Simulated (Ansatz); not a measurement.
Polymorphs of Ca, each relaxed with plane-wave PAW LDA (Ansatz code):

A: bcc (W type) (Im-3m)
a = b = c = 4.2170 Å, α = β = γ = 90.00°

```tsv
atom	site	symmetry	x	y	z
Ca	2a	m-3m	0.0000	0.0000	0.0000
```

B: fcc (Cu type) (Fm-3m)
a = b = c = 5.337 Å, α = β = γ = 90.00°

| atom | site | symmetry | x | y | z |
|---|---|---|---|---|---|
| Ca | 4a | m-3m | 0.0000 | 0.0000 | 0.0000 |

Problem. Put the candidates in order of energy per atom at 0 K, lowest first, for LDA.

Solution. B (+0 meV/atom), A (+9 meV/atom)

Not the usual ambient phase: A. All cells were relaxed under the symmetry of their starts (and spin orders); stability against distortions was not tested throughout.

Energies hold the estimated change up to a 700 eV cutoff; steps of a few meV lie near the error of the meshes.

Potentials: the later of the program's two PAW sets.
